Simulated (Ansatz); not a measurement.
**Property card for InSb**

InSb:
```xyz
4
Lattice="2.9947 -3.2420 0.0000 2.9947 3.2420 0.0000 0.0000 0.0000 5.5203" Properties=species:S:1:pos:R:3 pbc="T T T"
In     2.9947     0.8932     1.3801
In     2.9947    -0.8932     4.1402
Sb     2.9947    -2.1994     1.3801
Sb     2.9947     2.1994     4.1402
```

Space group Cmcm (No. 63); conventional cell a = 5.9893 Å, b = 6.4840 Å, c = 5.5203 Å, α = β = γ = 90.00°.

Method: PBEsol in the plane-wave PAW code Ansatz. The cell and atoms are relaxed at this level. Other levels are named where they apply.

### Cell and energy

```
Property                                                        Value
-----------------------------------------------------  --------------
Volume per atom                                              26.80 Å³
Density                                                    7.33 g/cm³
Formation energy from the elements (no fitted shifts)  -0.009 eV/atom
```

### Electronic structure

```
Quantity                                                                     Value
------------------------------------  --------------------------------------------
Electronic character                                             metallic (no gap)
Density of states at the Fermi level  0.41 states/eV per atom (mean over ±0.08 eV)
```

### Mechanics

```
Quantity                                                                                                                                          Value
--------------------------------------------  ---------------------------------------------------------------------------------------------------------
Bulk modulus (Birch–Murnaghan fit)                                                                                                             49.7 GPa
Pressure derivative B′                                                                                                                              6.1
Elastic constants (relaxed ions, GPa)         C11 = 138, C22 = 73.6, C33 = 81.4, C12 = 19.1, C13 = 22.0, C23 = 48.7, C44 = 14.1, C55 = 22.7, C66 = 23.3
Mechanical stability                                                                                             stable (all eigenvalues of C positive)
Hill bulk and shear moduli                                                                                                            52.0 and 22.9 GPa
Young's modulus                                                                                                                                59.9 GPa
Poisson's ratio                                                                                                                                    0.31
Debye temperature from the elastic constants                                                                                                      197 K
```

The first step of the workflow began from a Materials Project structure, measured or hypothetical; the Crystallography Open Database copy checked does not list it. It is not the phase usual at ambient conditions (space group No. 216). The cell was relaxed with PBEsol under the symmetry of its start; its stability against distortions is not shown here. As this level gives no gap, shear constants depend on the k-mesh and smearing (Fermi–Dirac, 0.1 eV here). The references are the lowest solids computed at this level, not always the standard phases. Spin–orbit coupling is left out wherever it is not named.

Potentials: the later of the program's two PAW sets.
